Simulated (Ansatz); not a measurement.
ZnSe₂:
```yaml
crystal:
  lattice:
    - [6.30697, 0.00000, 0.00000]
    - [0.00000, 6.30697, 0.00000]
    - [0.00000, 0.00000, 6.30697]
  atoms:
    - { symbol: Zn, position: [0.50000, 0.50000, 0.00000] }
    - { symbol: Zn, position: [0.00000, 0.50000, 0.50000] }
    - { symbol: Zn, position: [0.00000, 0.00000, 0.00000] }
    - { symbol: Zn, position: [0.50000, 0.00000, 0.50000] }
    - { symbol: Se, position: [0.10831, 0.89169, 0.39169] }
    - { symbol: Se, position: [0.89169, 0.10831, 0.60831] }
    - { symbol: Se, position: [0.39169, 0.10831, 0.89169] }
    - { symbol: Se, position: [0.60831, 0.89169, 0.10831] }
    - { symbol: Se, position: [0.60831, 0.60831, 0.60831] }
    - { symbol: Se, position: [0.39169, 0.39169, 0.39169] }
    - { symbol: Se, position: [0.89169, 0.39169, 0.10831] }
    - { symbol: Se, position: [0.10831, 0.60831, 0.89169] }
```

Relaxed with r²SCAN. Special points in fractions of this cell's reciprocal vectors: Γ (0.000, 0.000, 0.000); X (0.000, 0.500, 0.000); M (0.500, 0.500, 0.000); R (0.500, 0.500, 0.500); X1 (0.500, 0.000, 0.000).

**Question.** List the band energies nearest the valence-band maximum at these points for r²SCAN in the plane-wave PAW code Ansatz.

**Answer.** In eV from the valence-band maximum; about four levels below and three above (degenerate sets whole), none deeper than 8.9 eV; points with the same levels are listed once.

```csv
k,below,above
Γ,-0.74 -0.74 -0.74 0.00 0.00,1.34 1.93 2.54 2.54 2.54
X,-1.51 -1.51 -0.16 -0.16,1.66 1.66 1.67 1.67
M,-1.51 -1.51 -1.51 -1.51,1.60 1.60 1.60 1.60
R,-2.01 -2.01 -2.01 -2.01,1.67 1.67 1.67 1.67
```

Space group Pa-3. The first step of the workflow began from a Materials Project structure, measured or hypothetical; the Crystallography Open Database copy checked does not list it. Its standing as an ambient phase is unchecked. Symmetry was held in the r²SCAN relaxation; its stability against distortions is not shown here. Scalar-relativistic: spin–orbit coupling is off unless named, which matters more the heavier the elements.

Potentials: the later of the program's two PAW sets.
